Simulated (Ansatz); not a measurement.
Relaxing Hf2N

Computed with DFT PBEsol, scalar-relativistic, plane waves, PAW (Ansatz). Run with 420 eV cutoff, 8×8×12 k-mesh, Gaussian smearing of 0.10 eV, no spin polarisation.

What was changed: biaxial strain in the a-b plane, c and atoms relaxed: +3.0 %.

Spin–orbit coupling is left out, which can shift energies with elements as heavy as these.

Command:

```bash
ansatz run input.yaml --threads 1 --pin off --max-ram 2560MiB --backend cpu --events-out ev --progress --plain --runs-dir out
```

Input:

```yaml
crystal:
  lattice:
    - [5.4544050938, 0.0, 0.0]
    - [0.0, 5.4544050938, 0.0]
    - [0.0, 0.0, 3.1693549001]
  atoms:
    - { symbol: Hf, position: [0.296524979, 0.296524979, 0.0] }
    - { symbol: Hf, position: [0.703475021, 0.703475021, 0.0] }
    - { symbol: Hf, position: [0.796524979, 0.203475021, 0.5] }
    - { symbol: Hf, position: [0.203475021, 0.796524979, 0.5] }
    - { symbol: "N", position: [0.0, 0.0, 0.0] }
    - { symbol: "N", position: [0.5, 0.5, 0.5] }
basis:
  ecutwfc: 420
kpoints:
  mp_grid: { grid: [8, 8, 12] }
hamiltonian:
  xc: pbesol
scf:
  occupations: { method: gaussian, width: 0.1 }
output:
  forces: true
  stress: true
  eigenvalues: true
  write_density: true
  write_potential: true
  elf: true
  volumetric_format: npy
relax:
  adjacent_minimum: "off"
  f_tol: 0.008
  max_steps: 40
  cell: { stress_tol: 0.015, fix: [a, b, gamma] }
```

F is the free energy. Steps run on the plane waves of an earlier cell, but the last one, and at times one on the way, on a freshly chosen basis, so a repeated geometry can differ a little in energy. The held parts of the cell keep their stress, so P needn't end at zero.

At step 2 the energy rises: a step can overshoot before the optimiser corrects it.

Steps:

```csv
step,F − F(1) (eV),largest force component (eV/Å),V (Å³/atom),P (GPa)
1,0.0000,0.055,15.715,-7.01
2,0.0136,0.072,15.934,-9.31
3,-0.0020,0.015,15.781,-7.72
4,-0.0021,0.007,15.777,-7.65
5,-0.0022,0.000,15.774,-7.59
6,-0.0028,0.000,15.774,-7.58
7,-0.0028,0.000,15.775,-7.59
8,-0.0028,0.000,15.775,-7.59
```

Relaxed structure:

```xyz
6
Lattice="5.4544 0.0000 0.0000 0.0000 5.4544 0.0000 0.0000 0.0000 3.1814" Properties=species:S:1:pos:R:3 pbc="T T T"
Hf    1.6221    1.6221    0.0000
Hf    3.8323    3.8323    0.0000
Hf    4.3493    1.1051    1.5907
Hf    1.1051    4.3493    1.5907
N     0.0000    0.0000    0.0000
N     2.7272    2.7272    1.5907
```

It takes space group P4_2/mnm (No. 136, tetragonal). Conventional cell: a = 5.454 Å, b = 5.454 Å, c = 3.181 Å, α = 90.00°, β = 90.00°, γ = 90.00°. Hf (site symmetry m2m) has 3 N at 2.23 to 2.29 Å as nearest neighbours. Around N (site symmetry mmm) lie 6 Hf at 2.23 to 2.29 Å.

The run converged. The run took 2.8 min on 1 thread of Intel(R) Xeon(R) 6975P-C (Granite Rapids), with other jobs on the host, peak memory 0.78 GiB.